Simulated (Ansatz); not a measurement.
Na$_{3}$Cl:
```cif
data_ClNa3
_chemical_formula_sum 'Na3 Cl1'
_space_group_name_H-M_alt 'P4/mmm'
_space_group_IT_number 123
_space_group_name_Hall '-P 4 2'
_cell_length_a 3.49219
_cell_length_b 3.49219
_cell_length_c 9.48433
_cell_angle_alpha 90.000
_cell_angle_beta 90.000
_cell_angle_gamma 90.000
loop_
_atom_site_label
_atom_site_type_symbol
_atom_site_symmetry_multiplicity
_atom_site_Wyckoff_symbol
_atom_site_fract_x
_atom_site_fract_y
_atom_site_fract_z
_atom_site_occupancy
Na1 Na 1 b 0.00000 0.00000 0.50000 1
Na2 Na 2 h 0.50000 0.50000 0.17671 1
Cl1 Cl 1 a 0.00000 0.00000 0.00000 1
```

Relaxed at zero pressure with the program Ansatz at the PBEsol level (PAW).

The volume is lowered by 3 % and shape and atoms relax at that volume. What pressure results, and how do the axes share the change?

0.4 GPa; a -0.9 %, b -0.9 %, c -1.2 %; the energy rises by 1 meV/atom.

Give the new structure.


Space group P4/mmm (No. 123); a = 3.460 Å, b = 3.460 Å, c = 9.373 Å, α = 90.00°, β = 90.00°, γ = 90.00°

```json
[
 {"atom": "Na", "site": "1b", "symmetry": "4/mmm", "x": "0.0000", "y": "0.0000", "z": "0.5000"},
 {"atom": "Na", "site": "2h", "symmetry": "4mm", "x": "0.5000", "y": "0.5000", "z": "0.1782"},
 {"atom": "Cl", "site": "1a", "symmetry": "4/mmm", "x": "0.0000", "y": "0.0000", "z": "0.0000"}
]
```

The phase is kept; no other phase was compared at this pressure.

The workflow started from a Materials Project entry (that database holds measured and hypothetical structures alike); the Crystallography Open Database copy checked does not list it. Its standing as an ambient phase is unchecked. Symmetry was held in the PBEsol relaxation; of distortions, only those at the zone centre were tested.

Potentials: the later of the program's two PAW sets.
